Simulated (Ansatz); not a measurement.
AgPt in space group R-3m (No. 166; Ag on 3a, Pt on 3b), a = b = 2.7712 Å, c = 14.0782 Å, α = β = 90.00°, γ = 120.00°; the cell used has 2 atoms.

Relaxed with PBEsol.

**Question.** Which orbitals make up the states near the Fermi level in plane-wave PAW PBEsol (Ansatz code)?

**Answer.** Within 0.5 eV of the Fermi level: Pt 5d 71 %, Ag 5s 10 %, Ag 4d 8 %, Pt 6s 6 %, outside the projected shells 5 %. Projections are on Löwdin-orthogonalised atomic valence shells; empty p or d shells of many metals are not among them.

**Question.** Tabulate the density of states.

**Answer.** States/eV per cell of 2 atoms, in 0.25 eV bins, energy from the Fermi level.

| E (eV) | total | Ag 4d | Pt 5d | Pt 6s |
|---|---|---|---|---|
| -7.85 | 0.22 | 0.00 | 0.01 | 0.14 |
| -7.60 | 0.26 | 0.01 | 0.01 | 0.16 |
| -7.35 | 0.28 | 0.01 | 0.02 | 0.17 |
| -7.10 | 0.32 | 0.02 | 0.02 | 0.18 |
| -6.85 | 0.40 | 0.05 | 0.04 | 0.21 |
| -6.60 | 1.34 | 0.50 | 0.30 | 0.34 |
| -6.35 | 2.37 | 1.22 | 0.51 | 0.37 |
| -6.10 | 3.54 | 2.11 | 0.84 | 0.29 |
| -5.85 | 3.93 | 2.34 | 1.13 | 0.18 |
| -5.60 | 3.99 | 2.47 | 1.20 | 0.10 |
| -5.35 | 3.31 | 2.19 | 0.94 | 0.06 |
| -5.10 | 2.55 | 1.69 | 0.70 | 0.04 |
| -4.85 | 3.75 | 2.51 | 1.04 | 0.03 |
| -4.60 | 3.75 | 2.40 | 1.12 | 0.04 |
| -4.35 | 4.49 | 2.82 | 1.41 | 0.07 |
| -4.10 | 4.82 | 3.06 | 1.48 | 0.08 |
| -3.85 | 5.15 | 3.38 | 1.54 | 0.08 |
| -3.60 | 3.41 | 2.24 | 1.01 | 0.05 |
| -3.35 | 3.29 | 1.46 | 1.64 | 0.08 |
| -3.10 | 3.27 | 1.41 | 1.63 | 0.11 |
| -2.85 | 2.89 | 1.22 | 1.45 | 0.11 |
| -2.60 | 2.49 | 1.07 | 1.22 | 0.10 |
| -2.35 | 2.90 | 1.03 | 1.65 | 0.11 |
| -2.10 | 2.90 | 0.82 | 1.85 | 0.11 |
| -1.85 | 3.01 | 0.92 | 1.89 | 0.10 |
| -1.60 | 2.18 | 0.45 | 1.58 | 0.07 |
| -1.35 | 2.28 | 0.37 | 1.77 | 0.06 |
| -1.10 | 3.02 | 0.56 | 2.27 | 0.08 |
| -0.85 | 3.41 | 0.47 | 2.77 | 0.07 |
| -0.60 | 2.32 | 0.31 | 1.84 | 0.07 |
| -0.35 | 0.96 | 0.09 | 0.71 | 0.05 |
| -0.10 | 0.81 | 0.05 | 0.58 | 0.05 |
| 0.15 | 0.79 | 0.05 | 0.54 | 0.05 |
| 0.40 | 0.78 | 0.04 | 0.51 | 0.06 |
| 0.65 | 0.67 | 0.04 | 0.37 | 0.06 |
| 0.90 | 0.64 | 0.04 | 0.30 | 0.07 |
| 1.15 | 0.63 | 0.04 | 0.25 | 0.08 |
| 1.40 | 0.62 | 0.04 | 0.21 | 0.08 |
| 1.65 | 0.61 | 0.04 | 0.18 | 0.09 |
| 1.90 | 0.58 | 0.03 | 0.15 | 0.09 |
| 2.15 | 0.56 | 0.03 | 0.12 | 0.09 |
| 2.40 | 0.54 | 0.02 | 0.10 | 0.09 |
| 2.65 | 0.52 | 0.02 | 0.09 | 0.09 |
| 2.90 | 0.50 | 0.02 | 0.08 | 0.09 |
| 3.15 | 0.50 | 0.02 | 0.07 | 0.10 |
| 3.40 | 0.50 | 0.02 | 0.06 | 0.11 |
| 3.65 | 0.49 | 0.01 | 0.05 | 0.11 |
| 3.90 | 0.44 | 0.01 | 0.04 | 0.09 |
| 4.15 | 0.41 | 0.01 | 0.03 | 0.08 |
| 4.40 | 0.36 | 0.01 | 0.03 | 0.07 |
| 4.65 | 0.38 | 0.01 | 0.03 | 0.07 |

The workflow started from a Materials Project entry (that database holds measured and hypothetical structures alike); the Crystallography Open Database copy checked does not list it. With Ag and Pt taken as one species the cell has the higher symmetry Fm-3m, so it may be an ordered model of a mixed-site phase. Whether it is the stable phase at ambient conditions was not checked. The cell was relaxed with PBEsol under the symmetry of its start; whether a distortion lowers the energy is not shown. No spin polarisation was allowed. Axis ratios of metals converge slowly with the k-mesh, so a and c are less sure than the volume. Scalar-relativistic: spin–orbit coupling is off unless named, which matters more the heavier the elements.

Potentials: the later of the program's two PAW sets.
